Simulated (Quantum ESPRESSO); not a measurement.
# Computed records: TaAl5AgRu (simulated cell)

All values are calculated (Quantum ESPRESSO 7.5). Calculation on a made-up metal alloy cell, not a measurement: no spin or spin-orbit, unrelaxed, 2900 K smearing, stress positive in tension, cell energy less fitted offsets; periodic Kohn-Sham density functional theory in plane waves with PseudoDojo standard norm-conserving scalar-relativistic pseudopotentials, each functional with its own files (v0.5 for PBE, v0.4.1 for LDA and PBEsol), eight atoms on drawn sites of a strained close-packed or body-centred lattice, each displaced and held fixed; the energy is the cell's free energy, ions and the entropy term -TS included, at the stated Fermi-Dirac width, less a fixed offset for each atom's element (shifted free energy); compositions with an open d shell lost a parallel starting moment in a cheaper test run, and other magnetic orders were not tried; an error bar is the largest change of its kind in a tighter rerun, never given below 0.002 eV, 0.02 GPa or 0.003 eV/angstrom, and covers cutoff and k-mesh only, not smearing or the files.

### TaAl5AgRu (simulated cell)

```cif
# cell vector a (Å): 1.9339 3.9091 1.9852
# cell vector b (Å): 1.8906 -3.8628 1.9359
# cell vector c (Å): 3.9271 -0.0030 -4.0237
data_TaAl5AgRu
_symmetry_space_group_name_H-M 'P 1'
_symmetry_Int_Tables_number 1
_cell_length_a 4.7919
_cell_length_b 4.7163
_cell_length_c 5.6225
_cell_angle_alpha 90.763
_cell_angle_beta 90.861
_cell_angle_gamma 109.653
_cell_volume 119.63
loop_
_atom_site_label
_atom_site_type_symbol
_atom_site_fract_x
_atom_site_fract_y
_atom_site_fract_z
_atom_site_occupancy
Al1 Al 0.98803 0.98364 0.00804 1
Al2 Al 0.97965 0.00956 0.50732 1
Al3 Al 0.02887 0.48399 0.26443 1
Ta1 Ta 0.00678 0.49365 0.74526 1
Al4 Al 0.49819 0.03078 0.25998 1
Ag1 Ag 0.50998 0.98412 0.73672 1
Al5 Al 0.46871 0.53981 0.98484 1
Ru1 Ru 0.52111 0.51150 0.47556 1
```

- lattice type: face-centred cubic
- functional: pbe
- cutoff: 1143 eV
- fermi dirac smearing: 0.25 eV
- electrons removed: 0
- k mesh: 6 x 6 x 5 shifted half a step off Gamma on each axis
- entropy term negative ts: -0.922 eV
- pressure: 13.36 GPa
- stress xx: -17.13 GPa
- stress yy: -12.07 GPa
- stress zz: -10.88 GPa
- stress yz: 1.73 GPa
- stress xz: -6.27 GPa
- stress xy: 1.51 GPa
- shifted free energy: 0.511 eV

Atoms:
```
atoms element  atom site  atom energy offset (eV)
           Al          1                   -63.26
           Al          2                   -63.26
           Al          3                   -63.26
           Ta          4                 -1771.44
           Al          5                   -63.26
           Ag          6                 -4218.03
           Al          7                   -63.26
           Ru          8                 -2750.51
```

Forces:
```
site  x (eV/Å)  y (eV/Å)  z (eV/Å)
   1     0.152      0.13     0.347
   2    -0.315       1.7     0.119
   3    -0.491    -1.189      0.55
   4    -0.584     -1.83    -0.512
   5    -0.112     0.179    -0.103
   6     1.011    -1.836    -0.104
   7     0.888     2.625    -0.423
   8     -0.55     0.221     0.125
```

Notes: heavy elements are run without spin-orbit coupling, which real alloys of them have; a spin test at this wide smearing found no moment, but such smearing suppresses magnetism that the real alloy may have; lattice, volume and sites are drawn at random and may be unstable or far from any real phase; energies are for the whole cell, less offsets fitted to these runs, so they are not formation energies; error bars: energy 0.0024 eV, stress 0.05 GPa, force 0.0051 eV/Å, from a tighter rerun of a related cell, whose elements or sites may differ.
